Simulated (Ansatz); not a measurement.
Y₂InNi₂:
Space group Cmmm (No. 65); a = 3.871 Å, b = 14.229 Å, c = 3.692 Å, α = β = γ = 90.00°

| atom | site | symmetry | x | y | z |
|---|---|---|---|---|---|
| Y | 4j | m2m | 0.5000 | 0.1375 | 0.5000 |
| In | 2a | mmm | 0.0000 | 0.0000 | 0.0000 |
| Ni | 4i | m2m | 0.0000 | 0.2004 | 0.0000 |
(The calculation used a cell of 5 atoms; values per cell refer to that cell.)

Relaxed with r²SCAN.

Question: Which orbitals make up the states near the Fermi level in r²SCAN (plane waves, PAW; program Ansatz)?

Answer: Within 0.5 eV of the Fermi level: Y 4d 37 %, Ni 3d 34 %, In 5p 15 %. Projections are on Löwdin-orthogonalised atomic valence shells; empty p or d shells of many metals are not among them.

Question: Tabulate the density of states.

Answer: States/eV per cell of 5 atoms, in 0.25 eV bins, energy from the Fermi level.

```csv
E (eV),total,Ni 3d,Y 4d,In 5p
-7.85,0.15,0.00,0.00,0.00
-7.60,0.37,0.00,0.00,0.01
-7.35,0.55,0.00,0.01,0.03
-7.10,0.58,0.00,0.02,0.05
-6.85,0.62,0.01,0.04,0.06
-6.60,0.67,0.01,0.06,0.08
-6.35,0.75,0.01,0.08,0.08
-6.10,1.01,0.02,0.14,0.10
-5.85,1.28,0.03,0.21,0.12
-5.60,1.31,0.03,0.24,0.12
-5.35,1.10,0.03,0.23,0.11
-5.10,1.11,0.04,0.28,0.08
-4.85,0.68,0.03,0.09,0.07
-4.60,1.05,0.06,0.19,0.09
-4.35,1.59,0.15,0.42,0.10
-4.10,1.46,0.15,0.45,0.13
-3.85,1.22,0.16,0.41,0.13
-3.60,1.20,0.19,0.38,0.19
-3.35,1.67,0.43,0.42,0.31
-3.10,4.32,2.15,0.90,0.54
-2.85,7.90,5.22,1.41,0.49
-2.60,12.48,9.62,1.60,0.31
-2.35,10.24,8.53,0.90,0.43
-2.10,8.41,6.57,0.81,0.54
-1.85,8.83,6.17,1.08,1.06
-1.60,9.54,7.20,1.17,0.68
-1.35,10.94,8.97,0.97,0.49
-1.10,9.28,7.61,0.66,0.62
-0.85,4.41,2.69,0.70,0.65
-0.60,5.07,2.94,1.04,0.61
-0.35,3.64,1.62,1.07,0.49
-0.10,2.77,0.91,0.96,0.45
0.15,2.75,0.79,1.05,0.46
0.40,3.49,0.74,1.74,0.49
0.65,3.51,0.58,2.02,0.39
0.90,3.18,0.48,1.89,0.33
1.15,3.34,0.47,2.06,0.30
1.40,3.24,0.51,2.06,0.24
1.65,3.76,0.65,2.50,0.26
1.90,2.82,0.43,1.92,0.24
2.15,3.99,0.33,2.68,0.28
2.40,3.84,0.36,2.66,0.29
2.65,3.05,0.30,2.19,0.21
2.90,4.33,0.32,3.14,0.24
3.15,4.97,0.40,3.45,0.25
3.40,3.41,0.24,2.29,0.17
3.65,2.34,0.14,1.59,0.16
3.90,2.88,0.13,2.02,0.26
4.15,2.64,0.09,1.94,0.21
4.40,2.59,0.09,2.02,0.15
4.65,3.30,0.11,2.49,0.21
```

The workflow started from a Materials Project entry (that database holds measured and hypothetical structures alike); the Crystallography Open Database copy checked does not list it. Its standing as an ambient phase is unchecked. The cell was relaxed with r²SCAN under the symmetry of its start; its stability against distortions is not shown here. No spin polarisation was allowed. Axis ratios of metals converge slowly with the k-mesh, so a and c are less sure than the volume. Scalar-relativistic: spin–orbit coupling is off unless named, which matters more the heavier the elements.

Potentials: the later of the program's two PAW sets.
